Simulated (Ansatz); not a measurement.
**HfC: settings compared (Ansatz)**

The input file (Ansatz 0.2.0, plane waves):

```yaml
crystal:
  lattice:
    - [0.0, 2.232945, 2.232945]
    - [2.232945, 0.0, 2.232945]
    - [2.232945, 2.232945, 0.0]
  atoms:
    - { symbol: Hf, position: [0.0, 0.0, 0.0] }
    - { symbol: C, position: [0.5, 0.5, 0.5] }
  symmetry: { tolerance: 0.0003 }
kpoints:
  mp_grid: { grid: [7, 7, 7], shift: [0, 0, 0] }
magnetization:
  spin_polarized: false
scf:
  occupations: { method: fermi_dirac, width: 0.0279 }
hamiltonian:
  pseudopotentials: { kind: paw }
  xc: pbe
basis:
  ecutwfc: 420
output:
  forces: true
  stress: true
  eigenvalues: true
relax:
  max_steps: 40
  cell: {}
```

The command:

```bash
ansatz run input.yaml --threads 1 --pin off --max-ram 2560MiB --backend cpu --events-out ev --progress --plain --runs-dir out
```

Origin of the cell: a database entry, scaled a little.

Output of this run (shortened):

```
SCF iter   1: F=—  HF=-15973.837976 eV  Δρ=1.25e-3  dr2=3.28e-4
SCF iter   2: F=—  HF=-15973.837691 eV  Δρ=5.01e-4  dr2=3.21e-5
SCF iter   3: F=—  HF=-15973.837701 eV  Δρ=1.14e-4  dr2=9.33e-7
SCF iter   4: F=—  HF=-15973.837704 eV  Δρ=3.83e-5  dr2=6.34e-8
SCF iter   5: F=-15973.837704 eV  HF=-15973.837704 eV  Δρ=1.31e-5  dr2=9.54e-9
SCF iter   6: F=-15973.837704 eV  HF=-15973.837704 eV  Δρ=4.01e-6  dr2=8.03e-10
relax step   1: F+E_penalty+E_count = -15973.837704 eV  Δ(F+E_penalty+E_count) = +0.000e0 eV  max|allowed force component| = 0.0 eV/Å  Δτ_max = 0.0000 Å  P = +36.195 GPa  Ω = 22.267 Å³  (6 SC […]
relax step   2: F+E_penalty+E_count = -15974.116052 eV  Δ(F+E_penalty+E_count) = -2.783e-1 eV  max|allowed force component| = 0.0 eV/Å  Δτ_max = 0.0000 Å  P = -4.912 GPa  Ω = 25.685 Å³  energ […]
relax step   3: F+E_penalty+E_count = -15974.125219 eV  Δ(F+E_penalty+E_count) = -9.167e-3 eV  max|allowed force component| = 0.0 eV/Å  Δτ_max = 0.0000 Å  P = -0.801 GPa  Ω = 25.223 Å³  energ […]
relax step   4: F+E_penalty+E_count = -15974.125595 eV  Δ(F+E_penalty+E_count) = -3.765e-4 eV  max|allowed force component| = 0.0 eV/Å  Δτ_max = 0.0000 Å  P = +0.023 GPa  Ω = 25.134 Å³  energ […]
relax step   5: F+E_penalty+E_count = -15974.133848 eV  Δ(F+E_penalty+E_count) = -8.253e-3 eV  max|allowed force component| = 0.0 eV/Å  Δτ_max = 0.0000 Å  P = +0.328 GPa  Ω = 25.134 Å³  stress off target by 3.28e-1 GPa […]
relax step   6: F+E_penalty+E_count = -15974.133832 eV  Δ(F+E_penalty+E_count) = +1.615e-5 eV  max|allowed force component| = 0.0 eV/Å  Δτ_max = 0.0000 Å  P = +0.003 GPa  Ω = 25.169 Å³  energ […]
relax step   7: F+E_penalty+E_count = -15974.133878 eV  Δ(F+E_penalty+E_count) = -4.571e-5 eV  max|allowed force component| = 0.0 eV/Å  Δτ_max = 0.0000 Å  P = +0.004 GPa  Ω = 25.169 Å³  stress off target by 4.34e-3 GPa […]
SCF 7 converged in 6 iterations: F = -15974.133878 eV  dr2 = 5.74e-12
basis re-selected at this cell: Δ(F+E_penalty+E_count) = -4.571e-5 eV, ΔP = +0.001 GPa vs the last step (what re-selecting the basis moved, of the pressure what is left beyond the Pulay corre […]
SCF converged after 6 iterations
Free energy (F): -15974.133878 eV
Harris-Foulkes:  -15974.133878 eV  (|F-HF|=7.28e-12)
Internal energy: -15974.131498 eV  (E = F + TS)
E sigma→0 (E₀):  -15974.132688 eV
Entropy (-TS):   -0.002379 eV (-1.190 meV/atom)
Fermi energy:    19.991044 eV
--- Per-component energies (eV) ---
  E_band       = 110.736371
  E_kinetic    = 511.328858
  E_local      = -4990.569214  (includes V_loc(G=0)·N_el)
  E_nonlocal   = -1216.975581
  E_hartree    = 2358.791948
  E_xc         = -348.915874
  E_vxc        = -326.947598  (∫ρ·V_xc dr)
  E_paw        = -7026.675018  (= ΣΔE_a)
  E_vpaw       = 1416.316010  (= ΣTr[D̂ρ^β])
  E_aug_tail   = 0.000006  (compensation charges beyond the density's cutoff)
  E_ewald      = -5261.116623
  E_smearing   = -0.002379  (= −TS)
  Σ components = -15974.133878   (vs F -15974.133878, Δ=0.00e0)
--- Forces (eV/Å), atoms counted from 1 ---
  atom   1  Hf    -0.000000     0.000000    -0.000000
  atom   2  C      0.000000    -0.000000     0.000000
  max |Σ_I F_I| component: 0.0 eV/Å
--- Stress (GPa, compression-positive) ---
        0.004337      -0.000000      -0.000000
       -0.000000       0.004337      -0.000000
       -0.000000      -0.000000       0.004337
  P = ⅓ Tr σ = 0.0043 GPa (0.043 kbar)
--- Relaxed structure (5 steps of the walk, 5 accepted, 2 SCFs on fresh bases) ---
  F+E_penalty+E_count = -15974.133878 eV   max|allowed force component| = 0.0 eV/Å   (the final SCF, on the basis selected at the relaxed cell)
  cell:  # Å, volume = 25.1695 Å³
    - [0.0, 2.326027, 2.326027]
    - [2.326027, 0.0, 2.326027]
    - [2.326027, 2.326027, 0.0]
  atoms:
    - { symbol: Hf, position: [0.0, 0.0, 0.0] }
    - { symbol: C, position: [0.5, 0.5, 0.5] }
```

The same input was run again with these changes:

1. `kpoints.mp_grid.grid` [7, 7, 7] → [5, 5, 5]; `scf.algorithm` default → direct_min
2. `scf.initial_density.chi_scale` default → 0.1; `scf.algorithm` default → density_mixing; `kpoints.mp_grid.shift` [0, 0, 0] → [0.5, 0.5, 0.5]
3. `hamiltonian.hubbard` default → { sites: [{ species: Hf, l: d, u_eff: 5.0 }], double_counting: amf }; `basis.ecutwfc` 420 → "29.4 Ry"
4. `scf.mixing.preconditioner` default → resta; `basis.ecutrho_ratio` default → 12

| run | end | SCF iterations | volume (Å³/atom) | max force component (eV/Å) | gap on mesh (eV) | moment (μB) | ΔE(σ→0) (meV/atom) |
| --- | --- | --- | --- | --- | --- | --- | --- |
| base | converged | 40 | 12.58 | 0.000 | none | – | 0 |
| 1 | converged | 32 | 12.62 | 0.000 | none | – | 20.18 |
| 2 | converged | 53 | 12.58 | 0.000 | none | – | -1.98 |
| 3 | converged | 42 | 12.61 | 0.000 | none | – | – |
| 4 | converged | 38 | 12.58 | 0.000 | none | – | 0.00 |

Energies are compared only where functional, datasets, charge and starting cell are the same.

Not properties of the system: run 1 (too coarse or loose: `kpoints.mp_grid.grid` = [5, 5, 5]).

Caveats of the base run: no moments, though an odd count or open d shells may carry them; no spin-orbit coupling, though heavy elements are present; the k mesh is coarse if the cell is a metal; the relaxation held the start's symmetry, so the end may be a saddle point.

Run 2: the k mesh keeps only part of the crystal's symmetry.
Run 3: the cutoff lies below the datasets' advice.

The base run ran for 5.3 s on 1 thread of Intel(R) Xeon(R) Platinum 8375C CPU @ 2.90GHz (Ice Lake), on a shared host, peak memory 0.36 GiB, from the program's own first density.
